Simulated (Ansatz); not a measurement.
A generator proposed this cell of ErTl₃Br.

```cif
data_structure
_symmetry_space_group_name_H-M 'R-3m:H'
_symmetry_Int_Tables_number 166
_cell_length_a 7.3435
_cell_length_b 7.3435
_cell_length_c 11.4202
_cell_angle_alpha 90.000
_cell_angle_beta 90.000
_cell_angle_gamma 120.000
_cell_volume 533.35
loop_
_atom_site_label
_atom_site_type_symbol
_atom_site_symmetry_multiplicity
_atom_site_Wyckoff_symbol
_atom_site_fract_x
_atom_site_fract_y
_atom_site_fract_z
_atom_site_occupancy
Er1 Er 3 b 0.33333 0.66667 0.16667 1
Tl1 Tl 9 d 0.16667 0.33333 0.83333 1
Br1 Br 3 a 0.00000 0.00000 0.00000 1
```

Computed with Ansatz 0.2.0, DFT PBE, scalar-relativistic, plane waves, PAW, and for the lanthanide a 4f-in-core norm-conserving potential. Cutoff 770 eV; k points 3×3×3 on the computed 5-atom cell (Γ-centred); Gaussian smearing, width 0.10 eV; no spin polarisation.

Energies over the elements count from the elements' standard structures at the same level, with no fitted energy shifts. The references include crystalline Br.

Task: Estimate its pressure, forces and energy as it stands.

Result: The pressure is 2.3 GPa (the mean over three directions, positive in compression), the largest force is 0.00 eV/Å (symmetry fixes the atoms), and the energy is +0.27 eV/atom against the elements. The shortest distance is 2.85 Å.

Task: Is it a good guess?

Result: A rough one: relaxing gains about 0.27 eV/atom (the start's value is from the coarse mesh, so the gain is rough) in 15 ionic steps and ends at 0.00 eV/atom on the finer mesh. The symmetry stays R-3m (No. 166). The volume per atom grows by 12.8 %, from 35.6 to 40.1 Å³. The shortest distance goes from 2.85 Å (Tl–Br) to 3.26 Å (Er–Tl and Tl–Tl). The ratio c/a of the conventional cell changes by a factor of 1.61. Conventional cell: a = 6.521 Å, c = 16.339 Å. Er is surrounded by 6 Tl at 3.26 Å; Tl has 2 Er at 3.26 Å, 4 Tl at 3.26 Å and 2 Br at 3.31 Å; around Br lie 6 Tl at 3.31 Å.

The last run used a 6×6×6 mesh for its 5-atom cell and Gaussian smearing of 0.10 eV. The k mesh leaves some 4 meV/atom of noise in the energy of each metallic cell. These runs have no spin–orbit coupling, which can matter for Tl. The cell is a metal run without spin; a magnetic state may lie lower. The reference form of Br is held partly by dispersion forces, which this level lacks. The relaxation can't lower the symmetry of the start, and the grade says only how near the guess is to its own end. Symmetry constrained the relaxation, so the result can be a saddle point. Another cell of ErTl3Br relaxed alike, in P4/mmm, lies 89 meV/atom lower, so this cell isn't the stable form at this level.

The lanthanide is trivalent by construction, without f bands, f moments or other valences. The reference runs of the other elements, and any phases without the lanthanide, used 420 eV, which shifts energies against them by under 10 meV/atom. The lanthanide's reference is the lowest of its hcp, dhcp and fcc cells.
